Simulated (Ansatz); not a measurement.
SbPd (NiAs type, P6_3/mmc) under volume change, r²SCAN in the plane-wave PAW code Ansatz, shape and atoms relaxed at each volume.

```csv
V (Å³/atom),E − E(relaxed) (meV/atom),P (GPa)
18.794,71.2,13.49
19.413,29.8,8.13
20.033,7.1,3.74
20.652,0.0,0.00
21.272,6.3,-3.16
21.892,23.8,-5.78
22.511,50.5,-7.97
```

Question: What does a third-order Birch–Murnaghan fit give for V₀, B₀ and B′?

Answer: V₀ = 20.65 Å³/atom, B₀ = 114 GPa, B′ = 4.8.

The workflow started from an entry of the Crystallography Open Database (COD). Its standing as an ambient phase is unchecked. The cell was relaxed with r²SCAN under the symmetry of its start; whether a distortion lowers the energy is not shown. No spin polarisation was allowed. Scalar-relativistic: spin–orbit coupling is off unless named, which matters more the heavier the elements.

Potentials: the later of the program's two PAW sets.
